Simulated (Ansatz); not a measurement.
Zr₄Co₇Ge₆:
```
CELL_PARAMETERS angstrom
     -3.91272     3.91272     3.91272
      3.91272    -3.91272     3.91272
      3.91272     3.91272    -3.91272
ATOMIC_POSITIONS crystal
  Zr 0.00000 0.50000 0.00000
  Zr 0.50000 0.50000 0.50000
  Zr 0.50000 0.00000 0.00000
  Zr 0.00000 0.00000 0.50000
  Co 0.00000 0.00000 0.00000
  Co 0.75000 0.25000 0.50000
  Co 0.25000 0.75000 0.50000
  Co 0.50000 0.75000 0.25000
  Co 0.50000 0.25000 0.75000
  Co 0.25000 0.50000 0.75000
  Co 0.75000 0.50000 0.25000
  Ge 0.31999 0.00000 0.31999
  Ge 0.68001 0.00000 0.68001
  Ge 0.00000 0.68001 0.68001
  Ge 0.00000 0.31999 0.31999
  Ge 0.31999 0.31999 0.00000
  Ge 0.68001 0.68001 0.00000
```

Relaxed with r²SCAN. Special points in fractions of this cell's reciprocal vectors: Γ (0.000, 0.000, 0.000); H (0.500, -0.500, 0.500); N (0.000, 0.000, 0.500); P (0.250, 0.250, 0.250).

### Question
List the band energies nearest the Fermi level at these points for r²SCAN (plane waves, PAW; program Ansatz).

### Answer
In eV from the Fermi level; about four levels below and three above (degenerate sets whole), none deeper than 8.9 eV; points with the same levels are listed once.

```json
[
 {"k": "Γ", "below": "-0.91 -0.84 -0.84 -0.84", "above": "0.32 0.32 0.39 0.39 0.39"},
 {"k": "H", "below": "-0.59 -0.59 -0.59 -0.19 -0.19 -0.19", "above": "0.38 0.38 0.38"},
 {"k": "N", "below": "-0.74 -0.71 -0.45 -0.03", "above": "0.21 0.38 0.47"},
 {"k": "P", "below": "-1.25 -1.25 -1.25 -0.77 -0.71 -0.71", "above": "0.27 0.27 0.27"}
]
```

Space group Im-3m. The first step of the workflow began from a Materials Project structure, measured or hypothetical; the Crystallography Open Database copy checked does not list it. Its standing as an ambient phase is unchecked. Symmetry was held in the r²SCAN relaxation; whether a distortion lowers the energy is not shown. The run is not spin-polarised. Spin–orbit coupling is left out wherever it is not named.

Potentials: the later of the program's two PAW sets.
